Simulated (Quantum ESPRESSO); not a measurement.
**Kohn-Sham bands of InSe (C2/m)**

```
CELL_PARAMETERS angstrom
      0.00000     4.10930     0.00000
     -1.72323     0.00000     4.77135
      5.82639    -2.05465     0.00000
ATOMIC_POSITIONS crystal
  In 0.11180 0.95316 0.22360
  In 0.88820 0.04684 0.77640
  Se 0.33907 0.33104 0.67814
  Se 0.66093 0.66896 0.32186
```

Structure: Materials Project mp-21405, symmetrised, not relaxed again. Not found in the COD (Crystallography Open Database) copy used, which has the formula in other groups; not checked further. Level: PBEsol, spinors with spin-orbit coupling; pw.x of Quantum ESPRESSO at 69 Ry with PseudoDojo potentials, 4×4×4 k-points, Wannier90. Density: 8×6×8 mesh, cold smearing 0.01 Ry. The cell is built of weakly bound layers, chains or molecules, whose nearest atoms lie 3.55 Å apart. Database cells relaxed without dispersion often hold them too far apart, which can enlarge gaps and weakens couplings between them; spacing and stacking were not compared with the measured crystal.

Task: List the Kohn-Sham levels between −8 and 4.1 eV relative to the valence-band maximum at the high-symmetry points, as a band run of pw.x on that density gives them (levels within 2 meV counted together).

Result: 
```json
[
 {"point": "Γ", "k (reciprocal lattice)": "0.000 0.000 0.000", "levels (eV)": "-4.68 (×2), -3.80 (×2), -3.70 (×2), -2.28 (×2), -1.91 (×2), -1.39 (×2), -1.05 (×2), 2.66 (×2), 2.98 (×2), 3.58 (×2)"},
 {"point": "C", "k (reciprocal lattice)": "0.570 0.000 -0.285", "levels (eV)": "-6.22 (×2), -4.75 (×2), -2.58 (×2), -2.24 (×2), -1.83 (×2), -1.32 (×2), -1.16 (×2), 2.31 (×2), 2.44 (×2), 3.65 (×2), 3.80 (×2)"},
 {"point": "C_2", "k (reciprocal lattice)": "0.430 0.000 -0.715", "levels (eV)": "-6.22 (×2), -4.75 (×2), -2.58 (×2), -2.24 (×2), -1.83 (×2), -1.32 (×2), -1.16 (×2), 2.31 (×2), 2.44 (×2), 3.65 (×2), 3.80 (×2)"},
 {"point": "Y_2", "k (reciprocal lattice)": "0.000 0.000 -0.500", "levels (eV)": "-5.80 (×2), -4.02 (×2), -2.43 (×2), -2.26 (×2), -1.22 (×2), -0.66 (×2), 0.00 (×2), 1.47 (×2), 2.59 (×2), 3.36 (×2), 3.96 (×2)"},
 {"point": "M_2", "k (reciprocal lattice)": "0.000 0.500 -0.500", "levels (eV)": "-6.06 (×2), -4.85 (×2), -2.33 (×2), -1.64 (×2), -1.32 (×2), -0.70 (×2), -0.42 (×2), 2.14 (×2), 2.96 (×2), 3.41 (×2)"},
 {"point": "D", "k (reciprocal lattice)": "0.485 0.500 -0.742", "levels (eV)": "-5.50 (×2), -5.29 (×2), -3.64 (×2), -3.10 (×2), -2.01 (×2), -1.77 (×2), -0.93 (×2), 1.63 (×2), 3.28 (×2), 3.64 (×2)"},
 {"point": "D_2", "k (reciprocal lattice)": "0.515 0.500 -0.258", "levels (eV)": "-5.50 (×2), -5.29 (×2), -3.64 (×2), -3.10 (×2), -2.01 (×2), -1.77 (×2), -0.93 (×2), 1.63 (×2), 3.28 (×2), 3.64 (×2)"},
 {"point": "A", "k (reciprocal lattice)": "0.000 0.500 0.000", "levels (eV)": "-5.53 (×2), -4.63 (×2), -2.16 (×2), -1.76 (×2), -1.46 (×2), -1.01 (×2), -0.35 (×2), 1.08 (×2), 2.05 (×2), 3.53 (×2), 3.89 (×2)"},
 {"point": "L_2", "k (reciprocal lattice)": "0.500 0.500 -0.500", "levels (eV)": "-5.59 (×2), -5.26 (×2), -3.32 (×2), -2.95 (×2), -2.14 (×2), -2.08 (×2), -1.26 (×2), 2.45 (×2), 3.37 (×2), 3.68 (×2)"},
 {"point": "V_2", "k (reciprocal lattice)": "0.500 0.000 -0.500", "levels (eV)": "-6.04 (×2), -5.08 (×2), -2.46 (×2), -2.16 (×2), -1.76 (×2), -1.56 (×2), -1.14 (×2), 1.61 (×2), 2.41 (×2), 3.65 (×2), 3.66 (×2)"}
]
```
